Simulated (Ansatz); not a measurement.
SiC (zinc blende)

```yaml
crystal:
  lattice:
    - [0.00000, 2.18988, 2.18988]
    - [2.18988, 0.00000, 2.18988]
    - [2.18988, 2.18988, 0.00000]
  atoms:
    - { symbol: C, position: [0.75000, 0.75000, 0.75000] }
    - { symbol: Si, position: [0.00000, 0.00000, 0.00000] }
```

In this cell atom 1 (C, nearest neighbour Si at 1.896 Å; its periodic images, 3.1 Å or more away, move with it) is moved by u·(0.707, 0.707, 0.000) + v·(0.000, 0.000, 1.000); the rest is frozen.

These are PBE (plane waves to 420 eV, PAW, scalar-relativistic; Ansatz, a first-principles code) values and carry that method's errors. k mesh 10×10×10 (Γ-centred), Fermi-Dirac smearing 0.05 eV. Fu and Fv are the components of the force on the atom. SiC was relaxed with its symmetry unable to fall.

Changes of Fv (eV/Å) from the point u = 0.000 Å, v = 0.000 Å when one coordinate moves alone (two changes are said to add if the coupling is within 5 % of the smaller one, nearly so within 20 %):

```csv
point,change
"u = 0.000 Å, v = -0.280 Å",4.694
"u = 0.000 Å, v = -0.140 Å",2.536
"u = -0.280 Å, v = 0.000 Å",-2.688
"u = -0.140 Å, v = 0.000 Å",-0.655
"u = 0.140 Å, v = 0.000 Å",-0.655
"u = 0.280 Å, v = 0.000 Å",-2.688
"u = 0.000 Å, v = 0.140 Å",-2.536
"u = 0.000 Å, v = 0.280 Å",-4.694
```

Problem. Do the two effects add at u = -0.280 Å, v = -0.140 Å? Give the computed change.

Solution. The sum of the single changes is -2.688 + (2.536) = -0.152; the calculation gives 0.426, so the coupling contributes 0.578 (over 20 % of the smaller single change, not additive).

Problem. Do the two effects add at u = 0.280 Å, v = 0.280 Å? Give the computed change.

Solution. The sum of the single changes is -2.688 + (-4.694) = -7.382; the calculation gives -9.037, so the coupling contributes -1.655 (over 20 % of the smaller single change, not additive).

Problem. What is the change at u = 0.140 Å, v = 0.280 Å, where both move, and how far is it from the sum?

Solution. The sum of the single changes is -0.655 + (-4.694) = -5.349; the calculation gives -5.696, so the coupling contributes -0.347 (over 20 % of the smaller single change, not additive).

(For displaced atoms, the force is minus the slope of the energy, and its curvature is a force constant, which sets phonon frequencies.)
